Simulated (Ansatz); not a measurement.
The elements of this relaxed trial crystal are hidden behind letters.

```
lattice vectors (Å)
  -1.7450    1.7450    8.3859
   1.7450   -1.7450    8.3859
   1.7450    1.7450   -8.3859
fractional positions
X 0.7500 0.2500 0.5000
X 0.2500 0.7500 0.5000
X 0.4105 0.4105 0.0000
X 0.5895 0.5895 0.0000
Z 0.0000 0.0000 0.0000
```

Method: DFT PBE, scalar-relativistic, plane waves, PAW (Ansatz). Cutoff 420 eV, Γ-centred 16×16×16 mesh (5-atom cell), Gaussian smearing of 0.10 eV, no spin polarisation.

* Space group: I4/mmm (No. 139)
* Conventional cell: a = 3.490 Å, c = 16.772 Å
* Volume per atom: 20.43 Å³
* Density: 1.03 g/cm³
* Energy over the elements: −0.47 eV/atom
* Gap on the 16×16×16 mesh of the 5-atom cell: 0 eV (a metal)

Energies are uncorrected and count from the elements' standard states at the same level.

**Question.** X is an s-block element of period 2 and Z is a p-block element of period 3. Which elements are they?

**Answer.** X = Li, Z = Cl, so the formula is Li4Cl. Density times volume gives a mean mass of 1.03 × 20.43/1.6605 = 12.7 u per atom, and this set has 12.6 u. Li on a site of symmetry -4m2 is surrounded by 4 Li at 2.47 Å and 4 Li at 3.21 Å; Li on a site of symmetry 4mm is surrounded by 4 Cl at 2.89 Å, 1 Li at 3.00 Å, 4 Li at 3.21 Å and 4 Li at 3.49 Å; around Cl lie 8 Li at 2.89 Å and 4 Cl at 3.49 Å. Other sets within the hints have nearly the same mass, so mass alone doesn't settle it; this one was computed.

A structure relaxed within its symmetry needn't be a true minimum.
